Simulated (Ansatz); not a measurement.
NaWO₃ (Pm-3m), stationary points along a deformation path

These are results of DFT r2SCAN, scalar-relativistic, plane waves, PAW (Ansatz 0.2.0), not measurements. Settings: plane waves to 500 eV, k-mesh 14×14×14 (Γ-centred), Gaussian smearing 0.15 eV. Spin–orbit coupling is left out, which matters for the heavy elements here. No spin polarisation. Energies are free energies at this smearing, counted from the undisturbed cell; pressure is positive in compression.

Zero of the scan (as given, not relaxed at this level; it stands at 4.9 GPa, and it needn't be the usual structure):

```
Na W O
1.0
     3.85000    0.00000    0.00000
     0.00000    3.85000    0.00000
     0.00000    0.00000    3.85000
Na W O
1 1 3
Cartesian
  0.0000 0.0000 0.0000
  1.9250 1.9250 1.9250
  1.9250 1.9250 0.0000
  0.0000 1.9250 1.9250
  1.9250 0.0000 1.9250
```

At fixed volume and fractional coordinates, lengths along (0.000, 0.000, 1.000) are scaled against those across it; ρ is that ratio over its starting value. V = 11.413 Å³/atom. Δσ is the stress along the axis less the mean stress across it (compression positive).

| ρ | ΔE (meV/atom) | Δσ (GPa) | space group |
| --- | --- | --- | --- |
| 0.650 | 3637.6 | 441.87 | P4/mmm |
| 0.707 | 2100.8 | 318.89 | P4/mmm |
| 0.780 | 935.6 | 187.39 | P4/mmm |
| 0.850 | 351.9 | 102.57 | P4/mmm |
| 0.920 | 81.8 | 44.07 | P4/mmm |
| 0.960 | 18.4 | 19.48 | P4/mmm |
| 1.000 | 0.0 | 0.00 | Pm-3m |
| 1.050 | 24.3 | -20.66 | P4/mmm |
| 1.100 | 89.9 | -38.35 | P4/mmm |
| 1.200 | 312.6 | -69.64 | P4/mmm |
| 1.300 | 633.7 | -99.33 | P4/mmm |
| 1.414 | 1093.7 | -131.56 | P4/mmm |
| 1.500 | 1497.3 | -156.89 | P4/mmm |

Q: How does the stress give the slope of the energy, and where is the energy stationary?

A: Along the path d ln(length) is 2/3 d ln ρ on the axis and −1/3 d ln ρ across it, so dE/d ln ρ = −(2/3) V Δσ: the energy falls with ρ where Δσ is positive. Δσ vanishes or changes sign at ρ = 1.000 (Pm-3m), a minimum at 0.0 meV/atom. Pairs of stationary points between two samples would go unseen, and could change a minimum read from distant neighbours into a maximum. At ρ = 1.000 the cell is cubic, where symmetry alone makes the stress isotropic and the slope zero.

Q: Which shear constant sets the curvature at ρ = 1?

A: For a cubic crystal E/V = (2/3) C (ln ρ)² with C = C′ = (C11 − C12)/2, so Δσ = −2C ln ρ. The parabola of Δσ against ln ρ through ρ = 0.960, 1 and 1.050 gives C ≈ 226 GPa with the ions clamped, rough because the steps are large. It is the stress–strain coefficient at this cell's pressure of 4.9 GPa, not the zero-pressure constant.

Q: Integrate that slope from ρ = 1 to 1.200 by the trapezoid rule.

A: With V/N in Å³ and 1 eV/Å³ = 160.2 GPa the slopes at ρ = 1.000, 1.050, 1.100, 1.200 are 0, 981, 1821, 3307 meV/atom per unit of ln ρ. The steps add 23.9 + 65.2 + 223.1 = 312.3 meV/atom, against 312.6 from the energies; the trapezoid rule misses the curvature of the slope within each step.

No gap shows at this level, though a semilocal functional can close a small gap that the real compound has; without a gap these slopes depend on the k mesh and the smearing.

Symmetry holds off the tilts and polar distortions that many cubic perovskites undergo.